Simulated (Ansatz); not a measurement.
Cd2SeS:
```
CELL_PARAMETERS angstrom
      4.24928     0.00000     0.00000
     -2.12464     3.67998     0.00000
      0.00000     0.00000     6.92893
ATOMIC_POSITIONS crystal
  Cd 0.00000 0.00000 0.48934
  Cd 0.33333 0.66667 0.01054
  Se 0.33333 0.66667 0.62645
  S  0.00000 0.00000 0.12167
```

Relaxed with r²SCAN. Independent-particle spectrum: no excitons, no local fields, no scissors shift; 0.1 eV broadening; ε₁ of the summed bands alone.

Problem. Tabulate the dielectric function from the program Ansatz at the r²SCAN level (PAW).

Solution. 

| E (eV) | ε₁ xx | ε₂ xx | ε₁ zz | ε₂ zz |
|---|---|---|---|---|
| 0.0 | 5.91 | 0.00 | 5.96 | 0.00 |
| 0.4 | 5.96 | 0.00 | 6.01 | 0.00 |
| 0.8 | 6.14 | 0.00 | 6.17 | 0.00 |
| 1.2 | 6.78 | 0.17 | 6.58 | 0.00 |
| 1.6 | 6.59 | 0.97 | 7.08 | 0.94 |
| 2.0 | 6.48 | 1.11 | 6.77 | 1.37 |
| 2.4 | 6.62 | 1.26 | 6.68 | 1.57 |
| 2.8 | 6.99 | 1.42 | 6.77 | 1.74 |
| 3.2 | 7.55 | 2.17 | 7.06 | 1.96 |
| 3.6 | 7.48 | 2.94 | 7.61 | 2.35 |
| 4.0 | 7.92 | 4.16 | 8.67 | 3.17 |
| 4.4 | 6.48 | 6.34 | 10.34 | 7.43 |
| 4.8 | 5.79 | 6.68 | 5.04 | 8.61 |
| 5.2 | 3.85 | 6.09 | 2.86 | 8.17 |
| 5.6 | 4.30 | 5.91 | 1.18 | 5.40 |
| 6.0 | 3.07 | 6.57 | 3.12 | 3.32 |
| 6.4 | 3.21 | 6.62 | 4.76 | 8.02 |
| 6.8 | 1.81 | 8.03 | 2.72 | 7.10 |
| 7.2 | -0.29 | 6.36 | -0.52 | 6.12 |
| 7.6 | 0.54 | 6.57 | 0.21 | 5.79 |
| 8.0 | -1.89 | 6.95 | -1.62 | 7.57 |
| 8.4 | -2.85 | 4.93 | -3.21 | 4.42 |
| 8.8 | -2.11 | 2.95 | -2.19 | 2.93 |
| 9.2 | -1.54 | 2.93 | -1.68 | 2.65 |
| 9.6 | -1.69 | 2.26 | -1.24 | 2.23 |
| 10.0 | -1.21 | 1.87 | -1.25 | 2.24 |
| 10.4 | -1.04 | 1.58 | -1.16 | 1.76 |
| 10.8 | -0.73 | 1.45 | -1.04 | 1.46 |
| 11.2 | -0.52 | 1.48 | -0.55 | 1.21 |
| 11.6 | -0.69 | 1.47 | -0.44 | 1.35 |
| 12.0 | -0.63 | 1.25 | -0.59 | 1.34 |

Problem. From ε at 1.8 eV (xx: 6.50 + 1.06i), find n, k, the normal reflectivity and the absorption coefficient.

Solution. n = 2.56, k = 0.207, R = 19 %, α = 2kE/ħc = 38000 cm⁻¹.

With all bands, ε∞ without local fields is 6.07 (xx = yy), 6.12 (zz).

Space group P3m1. The first step of the workflow began from a Materials Project structure, measured or hypothetical; the Crystallography Open Database copy checked does not list it. Whether it is the stable phase at ambient conditions was not checked. The cell was relaxed with r²SCAN under the symmetry of its start; its stability against distortions is not shown here. Spin–orbit coupling is left out wherever it is not named.

Potentials: the later of the program's two PAW sets.
